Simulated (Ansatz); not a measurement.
## TiN: pressure against volume

TiN, Fm-3m, a = 4.247 Å. Ansatz: PBE, PAW, 420 eV, Γ-centred 18×18×18 mesh on 2 atoms, Gaussian smearing 0.10 eV; no spin polarisation. Symmetry fixes shape and atoms, so the cell is only scaled; pressure is positive in compression.

```
V (Å³/atom) P (GPa)
      8.999    19.58
      9.286        ?
      9.574     0.03
      9.861    -7.65
     10.148   -14.22
```

Task: Take V0 = 9.574 Å³/atom, count pressures from its P0 = 0.03 GPa, fit the third-order Birch–Murnaghan form to the other rows, and predict the missing pressure.

Result: With the Eulerian strain f = ½[(V0/V)^(2/3) − 1] and y = (P − P0)/[3f(1 + 2f)^(5/2)], the form is the line y = B0 + 1.5 B0 (B0′ − 4) f. Rows (f, y): 0.02108, 278.8; -0.00975, 275.8; -0.01904, 274.9. Means f = -0.002570, y = 276.50; Σ(Δf)² = 0.0008821, ΣΔfΔy = 0.08577; the slope is their ratio. y = 276.7 + 97.23 f GPa, so B0 = 276.7 GPa and B0′ = 4 + 2 × (97.23)/(3 × 276.7) = 4.23. At V = 9.286, f = 0.01029, y = 277.70 and P = 9.05 GPa. The run gave 9.03 GPa, so the fit is 0.02 GPa too high, a small miss on the scale of the series.

Spin polarisation was left out, and a magnetic state may lie lower.